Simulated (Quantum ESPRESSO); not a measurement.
## TaSnW3MgMo2 (different elements on one site, starting from this cell)

A calculation, not a measurement. The program is pw.x of Quantum ESPRESSO 7.5 (plane-wave density functional theory). The cell is made up: eight metal atoms on a hexagonal close-packed lattice, with elements, volume, strain and displacements drawn at random and not relaxed, so it may be unstable or far from any real phase. PseudoDojo standard norm-conserving files set the functional (PBE unless stated); there is no spin polarisation or spin-orbit coupling, the Fermi-Dirac width of 0.25 eV means electrons at about 2900 K, and the masses in the input are unused placeholders. The tin pseudopotential is less sure than most, with forces differing by about three percent from a second method on plain tin. Heavy elements are run without spin-orbit coupling, which real alloys of them have. A spin test at this wide smearing found no moment, but such smearing suppresses magnetism that the real alloy may have.

The runs put different elements on site 2. Cell, positions, cutoff, mesh and smearing stay as in the input of run 1; sites are counted in its order. Stress in the tables is positive in tension.

Input of run 1:

```
&control calculation='scf', pseudo_dir='./dojo.nc.sr.pbe.v0_5.standard.upf', outdir='./o', disk_io='minimal', tprnfor=.true., tstress=.true. /
&system ibrav=0, nat=8, ntyp=5, nbnd=71, ecutwfc=87.97787729, nosym=.true., tot_charge=0,
 occupations='smearing', smearing='fd', degauss=0.0183746611
/
&electrons conv_thr=1.470e-08, electron_maxstep=70, mixing_beta=0.5 /
ATOMIC_SPECIES
Mg 1.0 Mg.upf
Mo 1.0 Mo.upf
Sn 1.0 Sn.upf
Ta 1.0 Ta.upf
W 1.0 W.upf
CELL_PARAMETERS angstrom
-0.0063 -0.0034 -4.6813
0.0574 5.0673 0.0037
5.9141 0.0662 0.0079
ATOMIC_POSITIONS angstrom
Ta 0.0818 -0.0393 0.0331
Sn 2.8768 -0.0113 0.0556
W 1.5055 2.6031 0.1812
W 4.4118 2.5845 -0.0174
Mg 0.1385 1.7688 -2.2695
W 2.8751 1.8487 -2.4014
Mo 1.5372 4.2249 -2.4168
Mo 4.4473 4.1703 -2.4644
K_POINTS automatic
5 5 4 1 1 1
```

```
run  elements on sites 1 to 8  -TS (eV)  pressure (GPa)  stress xx (GPa)  stress yy (GPa)  stress zz (GPa)  stress yz (GPa)  stress xz (GPa)  stress xy (GPa)  iterations
  1      Ta Sn W W Mg W Mo Mo    -1.550            0.63            -0.68             0.68            -1.89             1.74             0.41             1.34          16
  2      Ta Zr W W Mg W Mo Mo    -1.979            3.66            -4.24            -1.88            -4.86             0.87             0.76             0.45          18
  3      Ta Ir W W Mg W Mo Mo    -1.812           -9.21            11.33             9.15             7.14             1.51             0.09             1.36          18
  4      Ta Os W W Mg W Mo Mo    -1.904           -9.10            11.43             9.12             6.75             1.25             0.27             1.19          19
  5      Ta Rh W W Mg W Mo Mo    -1.831           -9.01            10.66             9.03             7.34             1.52             0.13             1.37          19
```

Forces Fx Fy Fz (eV/Å):

```
site              run 1              run 2             run 3             run 4             run 5
   1  -2.00 -0.33 -0.69   -1.55 0.04 -0.72  -0.98 0.08 -0.74  -0.93 0.19 -0.78  -0.96 0.02 -0.70
   2    1.57 1.14 -1.82    1.63 0.23 -1.68   0.71 0.45 -0.62   0.74 0.31 -0.59   0.64 0.35 -0.59
   3   0.01 -0.56 -1.46  -0.33 -0.70 -1.38  0.66 -0.35 -1.49  0.60 -0.40 -1.55  0.63 -0.32 -1.41
   4   -0.03 -0.18 0.03  -0.06 -0.02 -0.23   -0.89 0.11 0.11   -0.89 0.15 0.00   -0.81 0.11 0.14
   5   -1.37 -0.59 0.21   -1.32 -0.69 0.27  -1.33 -0.53 0.27  -1.32 -0.55 0.29  -1.33 -0.55 0.25
   6    1.68 -0.08 1.28     1.58 0.88 1.37   1.56 -0.25 0.95   1.55 -0.29 1.03   1.56 -0.08 0.94
   7    -0.35 0.34 1.53    -0.37 0.20 1.57    0.55 0.31 1.00    0.75 0.40 1.07    0.40 0.27 0.92
   8     0.48 0.25 0.91     0.42 0.05 0.80   -0.27 0.19 0.52   -0.49 0.18 0.53   -0.12 0.19 0.45
```

Energies are left out, as each element's file has its own zero. A rerun of one cell of this series at a higher cutoff and on a denser mesh moved values by no more than 0.004 eV in energy, 0.03 GPa in stress and 0.007 eV/Å in force, and a second program with other atomic files agreed on that cell to 2 % rms in force and 0.5 GPa in pressure.